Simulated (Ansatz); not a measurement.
Starting cell, MgAu (CsCl type):

```yaml
crystal:
  lattice:
    - [6.43911, 0.00000, 0.00000]
    - [0.00000, 3.21955, 0.00000]
    - [0.00000, 0.00000, 3.21955]
  atoms:
    - { symbol: Mg, position: [0.25000, 0.50000, 0.50000] }
    - { symbol: Mg, position: [0.75000, 0.50000, 0.50000] }
    - { symbol: Au, position: [0.00000, 0.00000, 0.00000] }
    - { symbol: Au, position: [0.50000, 0.00000, 0.00000] }
```

The atoms are displaced by Q × the pattern below (from a DFPT mode at X = (0.5, 0.0, 0.0), largest move 1; Q in Å), at fixed cell. (q is in reciprocal vectors of the primitive cell; the cell shown is doubled to hold the pattern.)

```tsv
atom	x	y	z
Mg1	1.000	0.000	0.000
Mg2	-1.000	0.000	0.000
```

Atoms not listed stay in place.

Calculation: LDA (plane waves to 420 eV, PAW, scalar-relativistic; Ansatz, a quantum-chemistry and plane-wave program). k mesh 7×14×14 (Γ-centred), Fermi-Dirac smearing 0.05 eV. Energies are smeared free energies. With partly filled bands, energies and forces of such displacements shift with the k mesh and the smearing. MgAu was relaxed with its symmetry unable to fall. Spin-orbit coupling is left out, though Au is heavy. ΔE is measured from the undisplaced structure. The last digit holds for this mesh only.

| Q (Å) | ΔE (meV/cell) |
|---|---|
| -0.1000 | withheld |
| -0.0833 | 50.4 |
| -0.0667 | 32.1 |
| -0.0500 | 18.0 |
| -0.0333 | 8.0 |
| -0.0167 | 2.0 |
| 0.0000 | 0.0 |
| 0.0167 | 2.0 |
| 0.0333 | 8.0 |
| 0.0500 | 18.0 |
| 0.0667 | 32.1 |
| 0.0833 | 50.4 |
| 0.1000 | withheld |

Fit an even polynomial form (powers 2, 4) to the given rows and predict ΔE at Q = 0.1000.

Least squares on the 11 given rows: ΔE = (7157)·Q² + (15000)·Q⁴, in meV/cell with Q in Å; root-mean-square residual 0.03 meV/cell. At 0.1000 the fit gives 73.1 meV/cell; the calculation gives 72.8 meV/cell, so the extrapolation is off by 0.3 (+0.4 %). The quadratic term alone would give 71.6 meV/cell.

(For displaced atoms, the force is minus the slope of the energy, and its curvature is a force constant, which sets phonon frequencies.)
